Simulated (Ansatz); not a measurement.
## Field gradients of Zn4SnN4 from run to run

Cell of run 1: a computed structure from the Materials Project (it need not be an observed phase), atoms as given.

Space group P-1 (No. 2); a = 5.8659, b = 5.9920, c = 8.6971 Å, α = 89.75°, β = 73.75°, γ = 88.98°.

```csv
site,Wyckoff,site symmetry,x,y,z
Zn1,2i,1,0.7684,0.6561,0.8464
Zn3,2i,1,0.2006,0.8698,0.9476
Zn5,2i,1,0.1702,0.6541,0.4533
Zn7,2i,1,0.4916,0.1366,0.3758
Sn,2i,1,0.7191,0.6166,0.2346
N11,2i,1,0.4702,0.8061,0.4049
N13,2i,1,0.8502,0.8002,0.0267
N15,2i,1,0.5541,0.3243,0.1852
N17,2i,1,0.0143,0.5060,0.6705
```

One atom of each set is listed.

All runs are DFT with Ansatz 0.2.0 (plane waves and PAW, scalar-relativistic unless spin–orbit coupling is named, Γ-centred meshes, Fermi–Dirac smearing where given) in this cell.

Run 1: PBE, atoms as given; 420 eV, 5×5×4 k-points, smearing 0.02 eV.
Run 2: r2SCAN, atoms as given; 500 eV, 5×5×4 k-points, smearing 0.02 eV.
Run 3: PBE with spin–orbit coupling, atoms as given; 420 eV, 5×5×4 k-points, smearing 0.02 eV.

```csv
run,Zn1 V_zz (η),Zn5 V_zz (η),Zn7 V_zz (η),Sn V_zz (η),N17 V_zz (η)
1,19.00 (0.07),18.58 (0.37),18.54 (0.31),4.56 (0.77),2.46 (0.39)
2,?,?,?,?,?
3,18.97 (0.07),18.55 (0.37),18.51 (0.31),4.53 (0.77),2.48 (0.39)
```

V_zz in 10²¹ V/m²; 5 of the 9 sets of like atoms are followed.

Question: Estimate the row of run 2.

Answer: Zn1: 19.22 (0.07); Zn5: 18.76 (0.38); Zn7: 18.74 (0.32); Sn: 4.61 (0.78); N17: 2.45 (0.28). It lies nearest to run 1, from whose tensors on these sites it differs by 0.26 at most (largest principal value of the difference, on N17). Taken one at a time, the functional (r2SCAN with its higher cutoff) moves the tensors on these sites by up to 0.26 (largest principal value of the change, on N17), spin–orbit coupling by 0.03 (Zn1).

With these PAW files V_zz is typically within 2 to 3 % of all-electron values, but misses above 10 % occur on Sn, Zn. In runs 1, 2, 3 the gap is small for the k-mesh or the smearing, and small gradients can still move by 0.1 × 10²¹ V/m² or more.
